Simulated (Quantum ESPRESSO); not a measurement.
# NbTi2O5F3: one run as intended and one with a planted mistake

A calculation, not a measurement. The program is pw.x of Quantum ESPRESSO 7.5 (plane-wave density functional theory). The cell is made up: 11 atoms on a rutile lattice with one site empty, with randomly drawn elements, strain and displacements, not relaxed. PseudoDojo standard norm-conserving files (v0.5 for PBE, v0.4.1 for LDA and PBEsol) set the functional; there is no spin polarisation, spin-orbit coupling or dispersion term, and the masses in the input are unused placeholders.

Intended input:

```
&control calculation='scf', pseudo_dir='./dojo.nc.sr.pbe.v0_5.standard.upf', outdir='./o', disk_io='medium', tprnfor=.true., tstress=.true. /
&system ibrav=0, nat=11, ntyp=4, nbnd=50, ecutwfc=84.00895049, nosym=.true., tot_charge=0,
 occupations='smearing', smearing='fd', degauss=0.0018374661
/
&electrons conv_thr=7.350e-09, electron_maxstep=60, /
ATOMIC_SPECIES
F 1.0 F.upf
Nb 1.0 Nb.upf
O 1.0 O.upf
Ti 1.0 Ti.upf
CELL_PARAMETERS angstrom
4.8087 0.0677 -0.0264
0.0677 4.7386 0.0033
-0.0337 0.0043 6.0483
ATOMIC_POSITIONS angstrom
Nb 0.0643 -0.0111 0.0159
Ti -0.0093 -0.0061 3.0439
Ti 2.3921 2.4299 4.547
O 1.4656 1.4641 0.0179
O 3.3884 3.3184 0.017
O 3.8541 0.9856 1.4957
O 0.9883 3.803 1.5042
F 1.4717 1.4473 3.0173
O 3.3719 3.3575 3.0187
F 3.8837 0.9775 4.5314
F 0.9962 3.832 4.5403
K_POINTS automatic
5 5 4 1 1 1
```

The log is shortened where brackets say so; the opening notice, blank lines, dates and the lines on written files are dropped, and the path of the files is cut. It prints rydbergs, bohrs and kilobars, and counts compression as positive stress. Where no state is partly filled, the Fermi energy that it prints is only some level between the filled and the empty states on the mesh, and need not lie in the true gap.

Log of the intended run:

```
     Program PWSCF v.7.5
     Parallel version (MPI & OpenMP), running on       1 processor cores
     Number of MPI processes:                 1
     Threads/MPI process:                     1
     [start-up lines left out]
     bravais-lattice index     =            0
     lattice parameter (alat)  =       9.0882  a.u.
     unit-cell volume          =     929.8368 (a.u.)^3
     number of atoms/cell      =           11
     number of atomic types    =            4
     number of electrons       =        88.00
     number of Kohn-Sham states=           50
     kinetic-energy cutoff     =      84.0090  Ry
     charge density cutoff     =     336.0358  Ry
     scf convergence threshold =      7.3E-09
     mixing beta               =       0.7000
     number of iterations used =            8  plain     mixing
     Exchange-correlation= PBE
                           (   1   4   3   4   0   0   0)
     [axes and pseudopotential details left out]
   Cartesian axes
     site n.     atom                  positions (alat units)
         1        Nb     tau(   1) = (   0.0133701  -0.0023081   0.0033061  )
         2        Ti     tau(   2) = (  -0.0019338  -0.0012684   0.6329263  )
         3        Ti     tau(   3) = (   0.4973957   0.5052556   0.9454699  )
         4        O      tau(   4) = (   0.3047461   0.3044342   0.0037220  )
         5        O      tau(   5) = (   0.7045591   0.6900038   0.0035349  )
         6        O      tau(   6) = (   0.8013933   0.2049384   0.3110049  )
         7        O      tau(   7) = (   0.2054999   0.7907680   0.3127723  )
         8        F      tau(   8) = (   0.3060145   0.3009410   0.6273953  )
         9        O      tau(   9) = (   0.7011282   0.6981339   0.6276864  )
        10        F      tau(  10) = (   0.8075481   0.2032542   0.9422261  )
        11        F      tau(  11) = (   0.2071425   0.7967980   0.9440767  )
     number of k points=    50  Fermi-Dirac smearing, width (Ry)=  0.0018
                       cart. coord. in units 2pi/alat
        k(    1) = (   0.0991518   0.1000048   0.0998739), wk =   0.0400000
        k(    2) = (   0.1002453   0.0998507   0.2986653), wk =   0.0400000
     [further k points left out]
     Dense  grid:    96707 G-vectors     FFT dimensions: (  54,  54,  72)
     Estimated max dynamical RAM per process >     145.21 MB
     Initial potential from superposition of free atoms
     starting charge      87.9945, renormalised to      88.0000
     Starting wfcs are   62 randomized atomic wfcs
     total cpu time spent up to now is       21.6 secs
     per-process dynamical memory:    90.6 Mb
     Self-consistent Calculation
     iteration #  1     ecut=    84.01 Ry     beta= 0.70
     Davidson diagonalization with overlap
     ethr =  1.00E-02,  avg # of iterations =  2.0
     total cpu time spent up to now is       66.2 secs
     total energy              =    -672.01148462 Ry
     estimated scf accuracy    <       6.55422830 Ry
     iteration #  2     ecut=    84.01 Ry     beta= 0.70
     Davidson diagonalization with overlap
     ethr =  7.45E-03,  avg # of iterations =  7.3
     total cpu time spent up to now is      141.4 secs
     total energy              =    -663.11404269 Ry
     estimated scf accuracy    <     139.82050034 Ry
     [iterations 3 to 19 left out]
     iteration # 20     ecut=    84.01 Ry     beta= 0.70
     Davidson diagonalization with overlap
     ethr =  2.19E-11,  avg # of iterations =  5.0
     total cpu time spent up to now is     1235.2 secs
     total energy              =    -675.96709281 Ry
     estimated scf accuracy    <       0.00000003 Ry
     iteration # 21     ecut=    84.01 Ry     beta= 0.70
     Davidson diagonalization with overlap
     ethr =  2.19E-11,  avg # of iterations =  4.4
     total cpu time spent up to now is     1297.3 secs
     End of self-consistent calculation
     [lines on levels left out]
     the Fermi energy is     7.1555 ev
!    total energy              =    -675.96709281 Ry
     estimated scf accuracy    <          3.3E-09 Ry
     smearing contrib. (-TS)   =      -0.00000000 Ry
     internal energy E=F+TS    =    -675.96709281 Ry
     The total energy is F=E-TS. E is the sum of the following terms:
     one-electron contribution =    -288.96927850 Ry
     hartree contribution      =     183.75871844 Ry
     xc contribution           =    -135.08899958 Ry
     ewald contribution        =    -435.66753317 Ry
     convergence has been achieved in  21 iterations
     Forces acting on atoms (cartesian axes, Ry/au):
     atom    1 type  2   force =    -0.01654181    0.01748405    0.45304218
     atom    2 type  4   force =    -0.11187161   -0.05736317   -0.36479670
     atom    3 type  4   force =     0.11030261    0.05076599    0.07738561
     atom    4 type  3   force =    -0.04248494   -0.04725953   -0.12881348
     atom    5 type  3   force =     0.01563055    0.01889485   -0.14885866
     atom    6 type  3   force =     0.10302844   -0.08548295    0.01076920
     atom    7 type  3   force =    -0.06866054    0.07917781    0.00570288
     atom    8 type  1   force =    -0.02480088   -0.02314391    0.05592567
     atom    9 type  3   force =     0.04550606    0.04089736    0.12166834
     atom   10 type  1   force =    -0.04046284    0.03897600   -0.04034758
     atom   11 type  1   force =     0.03035496   -0.03294650   -0.04167746
     Total force =     0.692272     Total SCF correction =     0.000118
     Computing stress (Cartesian axis) and pressure
          total   stress  (Ry/bohr**3)                   (kbar)     P=      -97.68
  -0.00066457  -0.00111255   0.00010854          -97.76     -163.66       15.97
  -0.00111255  -0.00054319   0.00008268         -163.66      -79.91       12.16
   0.00010854   0.00008268  -0.00078420           15.97       12.16     -115.36
     init_run     :     18.71s CPU     21.46s WALL (       1 calls)
     electrons    :   1189.13s CPU   1275.77s WALL (       1 calls)
     forces       :      9.20s CPU      9.38s WALL (       1 calls)
     stress       :     34.44s CPU     34.66s WALL (       1 calls)
     [timing details left out]
     PWSCF        :  20m52.00s CPU  22m24.70s WALL
     JOB DONE.
```

A second run has one planted mistake: the k-point mesh is too coarse. The input lines that differ, file-writing options aside:

```
- 5 5 4 1 1 1
+ 2 2 2 1 1 1
```

Its log:

```
     Program PWSCF v.7.5
     Parallel version (MPI & OpenMP), running on       1 processor cores
     Number of MPI processes:                 1
     Threads/MPI process:                     1
     [start-up lines left out]
     bravais-lattice index     =            0
     lattice parameter (alat)  =       9.0882  a.u.
     unit-cell volume          =     929.8368 (a.u.)^3
     number of atoms/cell      =           11
     number of atomic types    =            4
     number of electrons       =        88.00
     number of Kohn-Sham states=           50
     kinetic-energy cutoff     =      84.0090  Ry
     charge density cutoff     =     336.0358  Ry
     scf convergence threshold =      7.3E-09
     mixing beta               =       0.7000
     number of iterations used =            8  plain     mixing
     Exchange-correlation= PBE
                           (   1   4   3   4   0   0   0)
     [axes and pseudopotential details left out]
   Cartesian axes
     site n.     atom                  positions (alat units)
         1        Nb     tau(   1) = (   0.0133701  -0.0023081   0.0033061  )
         2        Ti     tau(   2) = (  -0.0019338  -0.0012684   0.6329263  )
         3        Ti     tau(   3) = (   0.4973957   0.5052556   0.9454699  )
         4        O      tau(   4) = (   0.3047461   0.3044342   0.0037220  )
         5        O      tau(   5) = (   0.7045591   0.6900038   0.0035349  )
         6        O      tau(   6) = (   0.8013933   0.2049384   0.3110049  )
         7        O      tau(   7) = (   0.2054999   0.7907680   0.3127723  )
         8        F      tau(   8) = (   0.3060145   0.3009410   0.6273953  )
         9        O      tau(   9) = (   0.7011282   0.6981339   0.6276864  )
        10        F      tau(  10) = (   0.8075481   0.2032542   0.9422261  )
        11        F      tau(  11) = (   0.2071425   0.7967980   0.9440767  )
     number of k points=     4  Fermi-Dirac smearing, width (Ry)=  0.0018
                       cart. coord. in units 2pi/alat
        k(    1) = (   0.2476061   0.2500505   0.1999870), wk =   0.5000000
        k(    2) = (   0.2454190   0.2503586  -0.1975957), wk =   0.5000000
     [further k points left out]
     Dense  grid:    96707 G-vectors     FFT dimensions: (  54,  54,  72)
     Estimated max dynamical RAM per process >     145.21 MB
     Initial potential from superposition of free atoms
     starting charge      87.9945, renormalised to      88.0000
     Starting wfcs are   62 randomized atomic wfcs
     total cpu time spent up to now is        3.7 secs
     per-process dynamical memory:    88.3 Mb
     Self-consistent Calculation
     iteration #  1     ecut=    84.01 Ry     beta= 0.70
     Davidson diagonalization with overlap
     ethr =  1.00E-02,  avg # of iterations =  2.0
     total cpu time spent up to now is        7.8 secs
     total energy              =    -672.00617598 Ry
     estimated scf accuracy    <       6.55960559 Ry
     iteration #  2     ecut=    84.01 Ry     beta= 0.70
     Davidson diagonalization with overlap
     ethr =  7.45E-03,  avg # of iterations =  7.0
     total cpu time spent up to now is       14.7 secs
     total energy              =    -663.10747315 Ry
     estimated scf accuracy    <     139.88255773 Ry
     [iterations 3 to 19 left out]
     iteration # 20     ecut=    84.01 Ry     beta= 0.70
     Davidson diagonalization with overlap
     ethr =  4.10E-11,  avg # of iterations =  5.0
     total cpu time spent up to now is      121.4 secs
     total energy              =    -675.96728744 Ry
     estimated scf accuracy    <          8.9E-09 Ry
     iteration # 21     ecut=    84.01 Ry     beta= 0.70
     Davidson diagonalization with overlap
     ethr =  1.02E-11,  avg # of iterations =  2.0
     total cpu time spent up to now is      126.1 secs
     End of self-consistent calculation
     [lines on levels left out]
     the Fermi energy is     7.3029 ev
!    total energy              =    -675.96728744 Ry
     estimated scf accuracy    <          2.7E-09 Ry
     smearing contrib. (-TS)   =      -0.00000000 Ry
     internal energy E=F+TS    =    -675.96728744 Ry
     The total energy is F=E-TS. E is the sum of the following terms:
     one-electron contribution =    -288.96827037 Ry
     hartree contribution      =     183.75592328 Ry
     xc contribution           =    -135.08740718 Ry
     ewald contribution        =    -435.66753317 Ry
     convergence has been achieved in  21 iterations
     Forces acting on atoms (cartesian axes, Ry/au):
     atom    1 type  2   force =    -0.01716645    0.01725018    0.45369874
     atom    2 type  4   force =    -0.11205656   -0.05752902   -0.36392568
     atom    3 type  4   force =     0.11041453    0.05067068    0.07876598
     atom    4 type  3   force =    -0.04297141   -0.04771485   -0.13032582
     atom    5 type  3   force =     0.01620910    0.01955863   -0.15033204
     atom    6 type  3   force =     0.10288509   -0.08529600    0.01059326
     atom    7 type  3   force =    -0.06826152    0.07903408    0.00560291
     atom    8 type  1   force =    -0.02506615   -0.02339877    0.05591160
     atom    9 type  3   force =     0.04609895    0.04147000    0.12123553
     atom   10 type  1   force =    -0.04093014    0.03945629   -0.04003980
     atom   11 type  1   force =     0.03084456   -0.03350122   -0.04118468
     Total force =     0.693123     Total SCF correction =     0.000142
     Computing stress (Cartesian axis) and pressure
          total   stress  (Ry/bohr**3)                   (kbar)     P=      -97.90
  -0.00066153  -0.00111337   0.00010910          -97.31     -163.78       16.05
  -0.00111337  -0.00054016   0.00008246         -163.78      -79.46       12.13
   0.00010910   0.00008246  -0.00079491           16.05       12.13     -116.94
     init_run     :      3.01s CPU      3.59s WALL (       1 calls)
     electrons    :    114.50s CPU    122.45s WALL (       1 calls)
     forces       :      1.12s CPU      1.17s WALL (       1 calls)
     stress       :      3.51s CPU      3.57s WALL (       1 calls)
     [timing details left out]
     PWSCF        :   2m 2.26s CPU   2m11.00s WALL
     JOB DONE.
```

|  | intended run | run with the mistake |
| --- | --- | --- |
| free energy (eV) | -9197.001 | -9197.003 |
| smearing term -TS (eV) | 0.0000 | 0.0000 |
| pressure (GPa) | -9.77 | -9.79 |
| largest force component (eV/Å) | 11.648 | 11.665 |
| largest change of a force component (eV/Å) |  | 0.039 |
| iterations | 21 | 21 |

For scale, a rerun of the intended cell at a cutoff of 1467 eV and k mesh 7 x 7 x 6 moved values by no more than 0.004 eV in energy, 0.04 GPa in stress and 0.002 eV/Å in force.